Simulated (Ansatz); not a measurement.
SiGe:
```
CELL_PARAMETERS angstrom
      1.96046     1.13187     6.39176
     -1.96046     1.13187     6.39176
      0.00000    -2.26375     6.39176
ATOMIC_POSITIONS crystal
  Si 0.93885 0.93885 0.93885
  Si 0.06115 0.06115 0.06115
  Ge 0.43593 0.43593 0.43593
  Ge 0.56407 0.56407 0.56407
```

DFT-PBEsol in the program Ansatz with PAW potentials gives a gap of 0.33 eV without spin–orbit coupling, maximum at Γ, minimum at F.

Problem. What happens when spin–orbit coupling is switched on?

Solution. The gap drops by 0.06 eV, to 0.27 eV; maximum at Γ, minimum at F.

Problem. Give the electron effective mass with spin–orbit coupling.

Solution. 0.11, 0.19, 0.90 mₑ (principal values).

Problem. Give the hole effective mass with spin–orbit coupling.

Solution. 0.11, 0.11, 0.58 mₑ (principal values).

Space group R-3m. The start of the workflow was typed in or built on a structure type; neither database checked (COD, Materials Project) lists it. Whether it is the stable phase at ambient conditions was not checked. Symmetry was held in the PBEsol relaxation; whether a distortion lowers the energy is not shown.

Potentials: the earlier of the program's two PAW sets. The files were generated under PBE; for other functionals the program regenerates the frozen cores, and for LDA and PBEsol the local potential too.
